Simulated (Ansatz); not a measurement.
An Ansatz run on PbO2 in the rutile structure left the output below. The cell was relaxed with r2SCAN and then strained (uniaxial -3.0 % along z, other directions held), with the atoms relaxed again with r2SCAN; k points keep the names of the unstrained zone.

The cell given to it:
```xyz
6
Lattice="4.9838 0.0000 0.0000 0.0000 4.9838 0.0000 0.0000 0.0000 3.3054" Properties=species:S:1:pos:R:3 pbc="T T T"
Pb    0.0000    0.0000    0.0000
Pb    2.4919    2.4919    1.6527
O     1.5256    1.5256    0.0000
O     0.9664    4.0175    1.6527
O     4.0175    0.9664    1.6527
O     3.4583    3.4583    0.0000
```

The log, with set-up remarks and timings taken out:
```
scf.n_extra_bands = 5 over 26 filled bands (N_el = 52.0): the run solves 31 bands
Crystal: 6 atoms, lattice volume = 82.102 Å³
Basis set: ecut = 420 eV, 1583 PW (Γ)
Bands: 31, of which v1, the nominal top of the filled ones, is band 26 counted from 1 (25 counted from 0)
Symmetry: 16 space group operations
Space group: P42/mnm (ITA 136)
k-points: 50 of 288
preconditioner: auto → Resta (q_TF=auto, 2.528 Å⁻¹)  ε∞=4.4  [σ=0.020 eV  ℏωp=29.6 eV]
SCF 1 converged in 6 iterations: F = -26077.197737 eV  dr2 = 3.08e-8
NSCF: frozen V_eff on 8 k-points
Free energy (F): -26077.197737 eV
Internal energy: -26077.197588 eV  (E = F + TS)
E sigma→0 (E₀):  -26077.197663 eV
Entropy (-TS):   -0.000149 eV (-0.025 meV/atom)
Fermi energy:    8.441452 eV
--- Per-component energies (eV) ---
  E_band       = -62.677028
  E_kinetic    = 1287.511184
  E_local      = -3393.014986
  E_nonlocal   = 905.454979
  E_hartree    = 1311.612092
  E_xc         = -727.590020
  E_vxc        = -631.573911
  E_paw        = -21470.521474
  E_vpaw       = -854.289578
  E_ewald      = -3990.659105
  E_smearing   = -0.000149
--- Forces (eV/Å), atoms counted from 1 ---
  atom   1  Pb      0.00000      0.00000      0.00000
  atom   2  Pb      0.00000      0.00000      0.00000
  atom   3  O     -0.04179    -0.04179      0.00000
  atom   4  O       0.04179    -0.04179      0.00000
  atom   5  O     -0.04179      0.04179      0.00000
  atom   6  O       0.04179      0.04179      0.00000
--- Stress (GPa, compression-positive) ---
       10.201030       0.000000       0.000000
        0.000000      10.201030       0.000000
        0.000000       0.000000      16.548628
  P = ⅓ Tr σ = 12.3169 GPa (123.169 kbar)
--- Band table (eV; the first three rows and the last of 50) ---
  k-point 0: bands = […, 6.6523, 7.7434, 7.7434, 7.9003, 7.9003, 8.0661, 8.4792, 13.1907, 14.6066, 14.6066, …]
  k-point 1: bands = […, 7.0192, 7.2932, 7.2932, 7.8714, 7.8714, 8.3733, 8.9969, 13.3009, 15.1967, 15.1967, …]
  k-point 2: bands = […, 6.4026, 6.5002, 6.5923, 7.8195, 7.8195, 8.0817, 10.4376, 13.3769, 16.4879, 16.4879, …]
  k-point 49: bands = […, 6.4795, 6.4795, 7.7006, 7.7006, 7.8046, 7.8046, 11.4733, 11.4733, 16.9454, 16.9454, …]
```

bands.tsv, columns around the gap (it counts bands from 0):
```tsv
# k_distance	band_21	band_22	band_23	band_24	band_25	band_26	band_27	band_28	band_29
# fermi_ev = 8.441452
# [0, 0, 0] at k_distance = 0.000000
# [0, 0.5, 0] at k_distance = 0.630355
# [0.5, 0.5, 0] at k_distance = 1.260710
# [0, 0, 0.5] at k_distance = 2.563799
# [0, 0.5, 0.5] at k_distance = 3.194154
# [0.5, 0.5, 0.5] at k_distance = 3.824509
# [-0.009684, -0.009603, 0.072917] at k_distance = 5.043002
# [-0.085775, -0.085775, -0.006185] at k_distance = 5.245569
# levels_relative_to = fermi_ev
0.000	-0.698	-0.698	-0.541	-0.541	-0.375	0.038	4.749	6.165	6.165
0.630	-1.418	-0.591	-0.591	-0.449	-0.449	2.669	2.669	6.829	6.829
1.261	-1.676	-0.593	-0.593	-0.588	-0.588	3.203	3.203	7.065	7.065
2.564	-2.055	-1.219	-1.219	-0.853	-0.853	4.035	4.035	8.991	8.991
3.194	-1.121	-0.890	-0.890	-0.229	-0.229	4.331	4.331	7.426	7.426
3.825	-1.962	-0.741	-0.741	-0.637	-0.637	3.032	3.032	8.504	8.504
5.043	-0.857	-0.857	-0.560	-0.559	0.001	0.001	4.791	6.380	6.380
5.246	-0.803	-0.695	-0.555	-0.545	-0.022	-0.022	4.600	6.244	6.258
```
In order the rows are Γ, X, M, Z, R, A, (-0.010, -0.010, 0.073), (-0.086, -0.086, -0.006).

Problem. Write the input file that gave this output.

Solution.
```yaml
crystal:
  # lattice and atoms as above
kpoints:
  mp_grid: { grid: [6, 6, 8] }
  band_path:
    path:
      - [0.0, 0.0, 0.0]
      - [0.0, 0.5, 0.0]
      - [0.5, 0.5, 0.0]
      - [0.0, 0.0, 0.5]
      - [0.0, 0.5, 0.5]
      - [0.5, 0.5, 0.5]
      - [-0.009684, -0.009603, 0.072917]
      - [-0.085775, -0.085775, -0.006185]
    npoints: 1
hamiltonian:
  xc: pbe
scf:
  occupations: { method: fermi_dirac, width: 0.02 }
  n_extra_bands: 5
output:
  forces: true
  stress: true
  eigenvalues: true
```
A single point prints forces and stress when the output block asks for them. Close relatives of this functional can't be ruled out from these lines alone. Not every key shows in the log; this is the file that was used, less any keys that only write grids.

PBE gives no gap: the lowest nominally empty band dips 0.02 eV below the top of the last filled one (its bottom at k = (-0.086, -0.086, -0.006), the top at k = (-0.010, -0.010, 0.073)), so the cell is a metal or semimetal at this level.

Command: `ansatz run input.yaml --threads 2 --pin off --max-ram 29491MiB --backend cpu --events-out ev --progress --plain --runs-dir out`. Wall time 2.9 s on 2 threads of AMD EPYC 7R13 Processor (Zen 3), on a shared host; peak host memory 0.54 GiB.

The values are computed, spin-unpolarised, and not measurements.

Spin-orbit coupling is left out, which matters wherever the heavy atoms make up the band edges.
